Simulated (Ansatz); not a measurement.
One crystal and one scan (scan of one atom of the cell) at two levels, PBE (plane waves to 420 eV, PAW, scalar-relativistic; Ansatz, an electronic-structure program) and PBEsol (plane waves to 420 eV, PAW, scalar-relativistic; Ansatz), each from its own relaxed cell and on its own mesh.

The crystal is CsPbCl3 (cubic perovskite); one Pb atom of a 5-atom cell moves by s along Cartesian [110], with its periodic images.

E stands for the smeared free energy. CsPbCl3 was relaxed with its symmetry unable to fall. Spin-orbit coupling is left out, though Pb is heavy. The PAW data are Ansatz's earlier set. This is a high-temperature form of CsPbCl3.

```
quantity                                                          run 1  run 2
----------------------------------------------------------------  -----  -----
Lattice constant a (Å)                                            5.736  5.619
Force constant k = d²E/ds² at s = 0 (finite differences) (eV/Å²)   1.75   2.52
```

Question: Which run is which level?

Answer: Run 1 is PBE, run 2 is PBEsol. PBE gives the higher value for: lattice constant a. PBE gives the lower value for: force constant k = d²E/ds² at s = 0. Both give the same shape of the curve: a single well with its minimum at or next to zero displacement. Neither level is exact: the differences show how much the result hangs on the functional.

(For displaced atoms, the force is minus the slope of the energy, and its curvature is a force constant, which sets phonon frequencies.)
